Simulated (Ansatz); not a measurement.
CuAu: a sweep of one setting

```
Cu Au
1.0
     2.80000    0.00000    0.00000
     0.00000    2.80000    0.00000
     0.00000    0.00000    3.67000
Cu Au
1 1
Direct
  0.50000 0.50000 0.50000
  0.00000 0.00000 0.00000
```

Atom numbers follow the list: Cu1, Au2.

The geometry is COD entry 9004223, unchecked; take it as a test cell.

Spin–orbit coupling is left out, though it moves levels of the heavy atoms by tenths of an eV or more.

These are results of DFT, PBE, PAW with Ansatz's default frozen-core files, scalar-relativistic (Ansatz 0.2.0), not measurements.

Sampling and basis: a Γ-centred 13×13×10 k mesh, Fermi–Dirac smearing of 0.05 eV, cutoff 420 eV, no spin polarisation. One setting is then changed at a time.

```
         k mesh  free energy less the base's (meV/atom)  P (GPa)  Vzz Au2 (10²¹ V/m²)
13×13×10 (base)                                     0.0     6.66                 5.30
          4×4×3                                    99.4     7.65                 7.74
          6×6×5                                    19.1     6.78                 2.81
        10×10×8                                     1.8     6.78                 6.65
       18×18×14                                    -0.4     6.77                 6.17
```
